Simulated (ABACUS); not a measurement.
Small calculations from the output for CsPbBr3 (Amm2, 10 atoms in the cell; from Materials Project mp-1120725, lattice scaled a little)

```
CELL_PARAMETERS angstrom
      5.91421     0.00000     0.00000
      0.00000     5.69433     5.68909
      0.00000    -5.69433     5.68909
ATOMIC_POSITIONS crystal
  Cs 0.50000 0.49435 0.49435
  Cs 0.50000 0.99685 0.99685
  Pb 0.00000 0.99277 0.49169
  Pb 0.00000 0.49169 0.99277
  Br 0.00000 0.18014 0.80542
  Br 0.00000 0.80542 0.18014
  Br 0.50000 0.48619 0.99301
  Br 0.50000 0.99301 0.48619
  Br 0.00000 0.30648 0.30648
  Br 0.00000 0.68111 0.68111
```

Method: PBEsol, numerical atomic orbitals DZP (confined pseudo-atomic orbitals with Gaussian additions; energy shift 0.01 Ry), PseudoDojo 0.4 standard norm-conserving PBEsol (tails mended) pseudopotentials (ABACUS).

Main settings: basis = DZP numerical atomic orbitals, energy shift 0.01 Ry; KPT = Gamma 3 2 2 0 0 0; basis_type = lcao; dft_functional = PBESOL; ecutwfc = 100 Ry; smearing_method = fixed; potentials = PseudoDojo 0.4 standard norm-conserving PBEsol (tails mended); symmetry = 1.

Spin-orbit coupling is left out, which matters for bands and gaps with elements this heavy. The atom-centred basis is finite, which shifts total energies and pressures against plane waves. The structure comes from a collection of computed structures, made at another level of theory; the collection holds predicted forms beside known ones. Its lattice was then scaled.

A band-structure run on this density gave a gap of 1.48 eV along the path. From the bottom of the conduction band at Z toward Γ, the level moves away from the edge by 0.1280 eV at Δk = 0.0531 Å⁻¹ and by 0.3432 eV at Δk = 0.1062 Å⁻¹. From the top of the valence band at Z toward Γ, the level moves away from the edge by 0.0658 eV at Δk = 0.0531 Å⁻¹ and by 0.2038 eV at Δk = 0.1062 Å⁻¹.

Task: Estimate the effective masses, and the wavelength of a photon at the gap.

Result: For a parabola ΔE = ħ²Δk²/(2m*), with ħ²/(2mₑ) = 3.810 eV Å², so m*/mₑ = 3.810 Δk²/ΔE. At the bottom of the conduction band: 3.810 × 0.0531²/0.1280 = 0.08 from the nearer point and 0.13 from the farther. At the top of the valence band: 3.810 × 0.0531²/0.0658 = 0.16 from the nearer point and 0.21 from the farther. Where the two differ the band is not parabolic over this range, and the mass at the edge lies beyond the nearer value. These are masses along one direction, for the outermost band, at this level of theory and without spin-orbit coupling. The gap corresponds to λ = 1239.8 nm eV/1.48 eV = 838 nm; semi-local functionals usually give gaps below the measured ones.

The atomic orbitals were generated for these runs; they are not ABACUS's published sets and were checked against plane waves on a few crystals only.

“Tails mended”: in these copies of the files the far tail of each local potential was reset to the Coulomb form.
